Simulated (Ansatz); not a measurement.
BAs:
```
BAs
1.0
    5.83712     0.00000     0.00000
    0.00000     5.83712     0.00000
    0.00000     0.00000     3.36198
B As
4 4
Direct
  0.32271   0.67729   0.00000
  0.67729   0.32271   0.00000
  0.82271   0.82271   0.50000
  0.17729   0.17729   0.50000
  0.31841   0.31841   0.00000
  0.68159   0.68159   0.00000
  0.18159   0.81841   0.50000
  0.81841   0.18159   0.50000
```

Tensor components refer to the Cartesian frame of this cell.

Give the high-frequency dielectric tensor and the Born effective charge tensors of the independent atoms from DFPT, PBEsol in the plane-wave PAW code Ansatz.


ε∞:
```
9.86  0.00  0.00
0.00  9.86  0.00
0.00  0.00  8.74
```
Z* of atom 1 (B), rows: field, columns: displacement, in e:
```
-0.40  -0.16   0.00
-0.16  -0.40   0.00
 0.00   0.00  -0.48
```
Z* of atom 5 (As), rows: field, columns: displacement, in e:
```
0.40  0.16  0.00
0.16  0.40  0.00
0.00  0.00  0.48
```

Space group P4_2/mnm. The start of the workflow was typed in or built on a structure type; neither database checked (COD, Materials Project) lists it. It is not the phase usual at ambient conditions (space group No. 216). The cell was relaxed with PBEsol under the symmetry of its start; whether a distortion lowers the energy is not shown. Spin–orbit coupling is left out wherever it is not named.

Potentials: the later of the program's two PAW sets.
